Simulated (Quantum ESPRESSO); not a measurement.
## ZrTiHfF4O4 (one run as intended and one with a planted mistake)

A calculation, not a measurement. The program is pw.x of Quantum ESPRESSO 7.5 (plane-wave density functional theory). The cell is made up: 11 atoms on a fluorite lattice with one site empty, with randomly drawn elements, strain and displacements, not relaxed. PseudoDojo standard norm-conserving files (v0.5 for PBE, v0.4.1 for LDA and PBEsol) set the functional; there is no spin polarisation, spin-orbit coupling or dispersion term, and the masses in the input are unused placeholders.

The hafnium pseudopotential is less sure than the others, with forces about 3 percent (worst 6) and pressure in oxides about 1.5 GPa (worst 2.7) from a second method in checks, which no rerun with the same files tests.

Intended input:

```
&control calculation='scf', pseudo_dir='./dojo.nc.sr.pbe.v0_5.standard.upf', outdir='./o', disk_io='medium', tprnfor=.true., tstress=.true. /
&system ibrav=0, nat=11, ntyp=5, nbnd=50, ecutwfc=84.00895049, nosym=.true., tot_charge=0,
 occupations='smearing', smearing='fd', degauss=0.0018374661
/
&electrons conv_thr=7.350e-09, electron_maxstep=60, /
ATOMIC_SPECIES
F 1.0 F.upf
Hf 1.0 Hf.upf
O 1.0 O.upf
Ti 1.0 Ti.upf
Zr 1.0 Zr.upf
CELL_PARAMETERS angstrom
5.0967 0.0287 -0.086
0.0287 5.2304 0.0183
-0.086 0.0183 5.256
ATOMIC_POSITIONS angstrom
Zr 0.0038 2.6132 2.6386
Ti 2.5211 0.0542 2.5187
Hf 2.5631 2.612 -0.0448
F 1.2282 1.3297 1.2911
F 1.2271 1.2879 3.8837
O 1.2856 3.9585 1.2763
O 1.2562 3.9174 3.9383
O 3.7975 1.2975 1.2518
O 3.7714 1.3466 3.8879
F 3.8698 3.9831 1.2606
F 3.7732 3.963 3.897
K_POINTS automatic
4 4 4 1 1 1
```

The log is shortened where brackets say so; the opening notice, blank lines, dates and the lines on written files are dropped, and the path of the files is cut. It prints rydbergs, bohrs and kilobars, and counts compression as positive stress. Where no state is partly filled, the Fermi energy that it prints is only some level between the filled and the empty states on the mesh, and need not lie in the true gap.

Log of the intended run:

```
     Program PWSCF v.7.5
     Parallel version (MPI & OpenMP), running on       1 processor cores
     Number of MPI processes:                 1
     Threads/MPI process:                     1
     [start-up lines left out]
     bravais-lattice index     =            0
     lattice parameter (alat)  =       9.6329  a.u.
     unit-cell volume          =     945.2290 (a.u.)^3
     number of atoms/cell      =           11
     number of atomic types    =            5
     number of electrons       =        88.00
     number of Kohn-Sham states=           50
     kinetic-energy cutoff     =      84.0090  Ry
     charge density cutoff     =     336.0358  Ry
     scf convergence threshold =      7.3E-09
     mixing beta               =       0.7000
     number of iterations used =            8  plain     mixing
     Exchange-correlation= PBE
                           (   1   4   3   4   0   0   0)
     [axes and pseudopotential details left out]
   Cartesian axes
     site n.     atom                  positions (alat units)
         1        Zr     tau(   1) = (   0.0007455   0.5126428   0.5176256  )
         2        Ti     tau(   2) = (   0.4945752   0.0106326   0.4941043  )
         3        Hf     tau(   3) = (   0.5028145   0.5124074  -0.0087886  )
         4        F      tau(   4) = (   0.2409413   0.2608530   0.2532807  )
         5        F      tau(   5) = (   0.2407255   0.2526529   0.7618823  )
         6        O      tau(   6) = (   0.2522017   0.7765562   0.2503773  )
         7        O      tau(   7) = (   0.2464342   0.7684934   0.7725935  )
         8        O      tau(   8) = (   0.7449721   0.2545362   0.2455711  )
         9        O      tau(   9) = (   0.7398520   0.2641684   0.7627063  )
        10        F      tau(  10) = (   0.7591555   0.7813821   0.2472974  )
        11        F      tau(  11) = (   0.7402051   0.7774390   0.7644915  )
     number of k points=    32  Fermi-Dirac smearing, width (Ry)=  0.0018
                       cart. coord. in units 2pi/alat
        k(    1) = (   0.1264135   0.1207004   0.1228788), wk =   0.0625000
        k(    2) = (   0.1305108   0.1198294   0.3654102), wk =   0.0625000
     [further k points left out]
     Dense  grid:    98249 G-vectors     FFT dimensions: (  60,  60,  60)
     Estimated max dynamical RAM per process >     165.07 MB
     Initial potential from superposition of free atoms
     starting charge      87.9942, renormalised to      88.0000
     Starting wfcs are   62 randomized atomic wfcs
     total cpu time spent up to now is        8.1 secs
     per-process dynamical memory:    89.3 Mb
     Self-consistent Calculation
     iteration #  1     ecut=    84.01 Ry     beta= 0.70
     Davidson diagonalization with overlap
     ethr =  1.00E-02,  avg # of iterations =  2.0
     total cpu time spent up to now is       25.1 secs
     total energy              =    -660.77921595 Ry
     estimated scf accuracy    <       4.57887257 Ry
     iteration #  2     ecut=    84.01 Ry     beta= 0.70
     Davidson diagonalization with overlap
     ethr =  5.20E-03,  avg # of iterations =  7.0
     total cpu time spent up to now is       52.0 secs
     total energy              =    -655.67589516 Ry
     estimated scf accuracy    <      70.99316380 Ry
     [iterations 3 to 17 left out]
     iteration # 18     ecut=    84.01 Ry     beta= 0.70
     Davidson diagonalization with overlap
     ethr =  2.54E-11,  avg # of iterations =  4.9
     total cpu time spent up to now is      361.3 secs
     total energy              =    -663.33181399 Ry
     estimated scf accuracy    <       0.00000002 Ry
     iteration # 19     ecut=    84.01 Ry     beta= 0.70
     Davidson diagonalization with overlap
     ethr =  1.80E-11,  avg # of iterations =  2.5
     total cpu time spent up to now is      377.0 secs
     End of self-consistent calculation
     [lines on levels left out]
     the Fermi energy is     8.0825 ev
!    total energy              =    -663.33181399 Ry
     estimated scf accuracy    <          2.2E-09 Ry
     smearing contrib. (-TS)   =      -0.00000009 Ry
     internal energy E=F+TS    =    -663.33181391 Ry
     The total energy is F=E-TS. E is the sum of the following terms:
     one-electron contribution =    -228.54236979 Ry
     hartree contribution      =     157.65433771 Ry
     xc contribution           =    -142.96479200 Ry
     ewald contribution        =    -449.47898982 Ry
     convergence has been achieved in  19 iterations
     Forces acting on atoms (cartesian axes, Ry/au):
     atom    1 type  5   force =    -0.01041509    0.02491515    0.02203599
     atom    2 type  4   force =     0.02046303   -0.00428279   -0.01624356
     atom    3 type  2   force =     0.00675441    0.01985796   -0.02117946
     atom    4 type  1   force =     0.02342753    0.01194806    0.02090137
     atom    5 type  1   force =     0.01794236    0.00670871   -0.01963545
     atom    6 type  3   force =     0.07782908   -0.03502332    0.06538727
     atom    7 type  3   force =     0.03899889   -0.06578975   -0.04776575
     atom    8 type  3   force =    -0.07573707    0.03480988    0.05652909
     atom    9 type  3   force =    -0.06122775    0.04777735   -0.05283611
     atom   10 type  1   force =    -0.02597150   -0.02591510    0.02451324
     atom   11 type  1   force =    -0.01206389   -0.01500614   -0.03170664
     Total force =     0.216021     Total SCF correction =     0.000083
     Computing stress (Cartesian axis) and pressure
          total   stress  (Ry/bohr**3)                   (kbar)     P=     -176.99
  -0.00085040  -0.00063817   0.00003032         -125.10      -93.88        4.46
  -0.00063817  -0.00149724  -0.00004513          -93.88     -220.25       -6.64
   0.00003032  -0.00004513  -0.00126184            4.46       -6.64     -185.62
     init_run     :      7.46s CPU      7.97s WALL (       1 calls)
     electrons    :    363.08s CPU    368.91s WALL (       1 calls)
     forces       :      4.22s CPU      4.25s WALL (       1 calls)
     stress       :     14.32s CPU     14.49s WALL (       1 calls)
     [timing details left out]
     PWSCF        :   6m29.24s CPU   6m35.91s WALL
     JOB DONE.
```

A second run has one planted mistake: two atoms have their elements exchanged. The input lines that differ, file-writing options aside:

```
- Zr 0.0038 2.6132 2.6386
+ Ti 0.0038 2.6132 2.6386
- Ti 2.5211 0.0542 2.5187
+ Zr 2.5211 0.0542 2.5187
```

Its log:

```
     Program PWSCF v.7.5
     Parallel version (MPI & OpenMP), running on       1 processor cores
     Number of MPI processes:                 1
     Threads/MPI process:                     1
     [start-up lines left out]
     bravais-lattice index     =            0
     lattice parameter (alat)  =       9.6329  a.u.
     unit-cell volume          =     945.2290 (a.u.)^3
     number of atoms/cell      =           11
     number of atomic types    =            5
     number of electrons       =        88.00
     number of Kohn-Sham states=           50
     kinetic-energy cutoff     =      84.0090  Ry
     charge density cutoff     =     336.0358  Ry
     scf convergence threshold =      7.3E-09
     mixing beta               =       0.7000
     number of iterations used =            8  plain     mixing
     Exchange-correlation= PBE
                           (   1   4   3   4   0   0   0)
     [axes and pseudopotential details left out]
   Cartesian axes
     site n.     atom                  positions (alat units)
         1        Ti     tau(   1) = (   0.0007455   0.5126428   0.5176256  )
         2        Zr     tau(   2) = (   0.4945752   0.0106326   0.4941043  )
         3        Hf     tau(   3) = (   0.5028145   0.5124074  -0.0087886  )
         4        F      tau(   4) = (   0.2409413   0.2608530   0.2532807  )
         5        F      tau(   5) = (   0.2407255   0.2526529   0.7618823  )
         6        O      tau(   6) = (   0.2522017   0.7765562   0.2503773  )
         7        O      tau(   7) = (   0.2464342   0.7684934   0.7725935  )
         8        O      tau(   8) = (   0.7449721   0.2545362   0.2455711  )
         9        O      tau(   9) = (   0.7398520   0.2641684   0.7627063  )
        10        F      tau(  10) = (   0.7591555   0.7813821   0.2472974  )
        11        F      tau(  11) = (   0.7402051   0.7774390   0.7644915  )
     number of k points=    32  Fermi-Dirac smearing, width (Ry)=  0.0018
                       cart. coord. in units 2pi/alat
        k(    1) = (   0.1264135   0.1207004   0.1228788), wk =   0.0625000
        k(    2) = (   0.1305108   0.1198294   0.3654102), wk =   0.0625000
     [further k points left out]
     Dense  grid:    98249 G-vectors     FFT dimensions: (  60,  60,  60)
     Estimated max dynamical RAM per process >     165.07 MB
     Initial potential from superposition of free atoms
     starting charge      87.9942, renormalised to      88.0000
     Starting wfcs are   62 randomized atomic wfcs
     total cpu time spent up to now is       15.3 secs
     per-process dynamical memory:    96.6 Mb
     Self-consistent Calculation
     iteration #  1     ecut=    84.01 Ry     beta= 0.70
     Davidson diagonalization with overlap
     ethr =  1.00E-02,  avg # of iterations =  2.0
     total cpu time spent up to now is       45.8 secs
     total energy              =    -660.74937662 Ry
     estimated scf accuracy    <       4.61698505 Ry
     iteration #  2     ecut=    84.01 Ry     beta= 0.70
     Davidson diagonalization with overlap
     ethr =  5.25E-03,  avg # of iterations =  6.9
     total cpu time spent up to now is       90.2 secs
     total energy              =    -655.79281044 Ry
     estimated scf accuracy    <      71.45289200 Ry
     [iterations 3 to 17 left out]
     iteration # 18     ecut=    84.01 Ry     beta= 0.70
     Davidson diagonalization with overlap
     ethr =  4.13E-11,  avg # of iterations =  5.0
     total cpu time spent up to now is      650.6 secs
     total energy              =    -663.33034309 Ry
     estimated scf accuracy    <          8.1E-09 Ry
     iteration # 19     ecut=    84.01 Ry     beta= 0.70
     Davidson diagonalization with overlap
     ethr =  9.20E-12,  avg # of iterations =  4.6
     total cpu time spent up to now is      699.5 secs
     End of self-consistent calculation
     [lines on levels left out]
     the Fermi energy is     8.0409 ev
!    total energy              =    -663.33034308 Ry
     estimated scf accuracy    <          4.3E-09 Ry
     smearing contrib. (-TS)   =      -0.00000029 Ry
     internal energy E=F+TS    =    -663.33034279 Ry
     The total energy is F=E-TS. E is the sum of the following terms:
     one-electron contribution =    -228.55054492 Ry
     hartree contribution      =     157.67506400 Ry
     xc contribution           =    -142.97587205 Ry
     ewald contribution        =    -449.47898982 Ry
     convergence has been achieved in  19 iterations
     Forces acting on atoms (cartesian axes, Ry/au):
     atom    1 type  4   force =    -0.00099011    0.01939870    0.02257742
     atom    2 type  5   force =     0.01893926   -0.01512711    0.00107276
     atom    3 type  2   force =     0.00969696    0.01665880   -0.01259912
     atom    4 type  1   force =     0.00534587    0.02947049    0.01895153
     atom    5 type  1   force =     0.00176569    0.02433220   -0.02279208
     atom    6 type  3   force =     0.04776915   -0.06836591    0.05558336
     atom    7 type  3   force =     0.01069577   -0.08911121   -0.05848961
     atom    8 type  3   force =    -0.04379422    0.07010694    0.04748764
     atom    9 type  3   force =    -0.03276481    0.07596271   -0.05113350
     atom   10 type  1   force =    -0.01246722   -0.03964375    0.02700743
     atom   11 type  1   force =    -0.00419634   -0.02368188   -0.02766584
     Total force =     0.219648     Total SCF correction =     0.000133
     Computing stress (Cartesian axis) and pressure
          total   stress  (Ry/bohr**3)                   (kbar)     P=     -174.31
  -0.00097422  -0.00061956   0.00002254         -143.31      -91.14        3.32
  -0.00061956  -0.00132888  -0.00004124          -91.14     -195.48       -6.07
   0.00002254  -0.00004124  -0.00125176            3.32       -6.07     -184.14
     init_run     :     13.84s CPU     15.08s WALL (       1 calls)
     electrons    :    647.99s CPU    684.26s WALL (       1 calls)
     forces       :      9.69s CPU      9.82s WALL (       1 calls)
     stress       :     35.87s CPU     36.88s WALL (       1 calls)
     [timing details left out]
     PWSCF        :  11m47.79s CPU  12m26.86s WALL
     JOB DONE.
```

|  | intended run | run with the mistake |
| --- | --- | --- |
| free energy (eV) | -9025.089 | -9025.069 |
| smearing term -TS (eV) | 0.0000 | 0.0000 |
| pressure (GPa) | -17.70 | -17.43 |
| largest force component (eV/Å) | 2.001 | 2.291 |
| largest change of a force component (eV/Å) |  | 0.908 |
| iterations | 19 | 19 |

For scale, a rerun of the intended cell at a cutoff of 1467 eV and k mesh 6 x 6 x 6 moved values by no more than 0.002 eV in energy, 0.04 GPa in stress and 0.012 eV/Å in force.